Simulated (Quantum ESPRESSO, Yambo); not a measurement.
**MoS2 monolayer at +1.5 % biaxial strain: DFT and GW levels**

```
MoS2
1.0
    3.18811     0.00000     0.00000
   -1.59405     2.76098     0.00000
    0.00000     0.00000    16.10000
S Mo
2 1
Cartesian
  1.59405   0.92033  -1.54256
  1.59405   0.92033   1.54256
  0.00000   0.00000   0.00000
```

The PBEsol cell relaxed from Materials Project entry mp-1434 was given a biaxial strain of +1.5 % in the plane, and the atoms were relaxed again, with the Coulomb interaction truncated along z.

Starting point: PBEsol (Quantum ESPRESSO, PseudoDojo norm-conserving, 80 Ry, no spin-orbit coupling). G0W0 in Yambo: 6×6×1 Γ-centred k mesh, bands 2 to 131 and a 8 Ry block in the screening, 131 bands in G with the Bruneval-Gonze terminator, plasmon pole fitted at 27.2 eV, slab-truncated Coulomb interaction, stochastic integration of W near q = 0.

PBEsol gap along the band path: 1.50 eV
PBEsol gap between the mesh's edge points (Γ → K): 1.50 eV
G0W0 gap between the same points: 2.43 eV
PBEsol smallest direct gap on the mesh (at K): 1.63 eV
G0W0 direct gap at that point: 2.43 eV

| k point | band | E PBEsol (eV) | E QP (eV) | shift (eV) | Z |
|---|---|---|---|---|---|
| Γ | VB | 0.00 | -0.25 | -0.25 | 0.74 |
| Γ | CB | 2.68 | 3.20 | 0.52 | 0.74 |
| M | VB | -0.72 | -1.07 | -0.35 | 0.74 |
| M | CB | 2.13 | 2.88 | 0.75 | 0.73 |
| K | VB | -0.13 | -0.25 | -0.12 | 0.74 |
| K | CB | 1.50 | 2.18 | 0.68 | 0.73 |

Energies count from the PBEsol valence-band maximum.

Convergence of the G0W0 settings was not tested.

Spin-orbit splittings are left out.
